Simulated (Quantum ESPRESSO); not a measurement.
# Different elements on one site among Ga Nb Pd Ta

These are calculations, not measurements. They come from Quantum ESPRESSO 7.5, a public plane-wave density functional program. Each row is one single-point run on a made-up periodic cell of eight metal atoms, with elements, volume, strain and displacements drawn at random and not relaxed, so a cell may be unstable or far from any real phase. There is no spin polarisation or spin-orbit coupling.

Settings: PBE unless stated; PseudoDojo standard norm-conserving files; Fermi-Dirac width 0.25 eV, which means electrons at about 2900 K; cutoff 1143 eV; 5 x 5 x 5 k mesh shifted half a step off Gamma. E is the free energy of the whole cell (internal energy minus TS), so a -TS column is already part of it. Stress is positive in tension, and the pressure P is minus a third of its trace.

Checks: one run of this series was repeated at a higher cutoff and on a denser mesh, which moved values by no more than 0.006 eV, 0.03 GPa and 0.007 eV/Å, and a second program with other atomic files agreed on it to 2 % rms in force and 0.5 GPa in pressure. Known limits: heavy elements are run without spin-orbit coupling, which real alloys of them have; a spin test at this wide smearing found no moment, but such smearing suppresses magnetism that the real alloy may have.

The lattice is hexagonal close-packed, and the cell vectors in Å are (0.000, 0.000, 4.810); (5.990, 0.000, 0.000); (-2.995, 5.188, 0.000), a volume of 149.48 Å³. The elements on sites 1 to 8 are Ta Nb Ta Ta Ga X Pd Nb. The runs change X and keep the cell and the displaced positions. The column v is a rough volume for each atom of the pure element, close to PBE values, from general knowledge and not from these runs. Energies are left out, as each element's file has its own zero.

```
run   X  v (Å³)  -TS (eV)  force on X (eV/Å)  rms force (eV/Å)  P (GPa)
  1  Sc    24.6    -1.829              1.342             0.497    -3.13
  2  Ta    18.3         ?                  ?                 ?        ?
  3  Pt    15.6    -1.770              0.652             0.357   -10.45
  4  Ir    14.5    -1.805              0.579             0.363   -12.10
  5  Re    14.9    -1.826              0.727             0.394   -11.44
```

## Worked fit

A straight line through the runs shown gives P = -24.2 + 0.860 v GPa with v in Å³, an error of 0.042 on the slope and a scatter of 0.35 GPa. At this fixed volume the pressure tends to rise with the size of X.

## Withheld run

Question: what pressure should run 2, with Ta, give?

The fit gives -8.46 ± 0.40 GPa. The calculation gave -6.05 GPa. This run lies off the fit by more than twice that error, so something that the fit leaves out matters here.
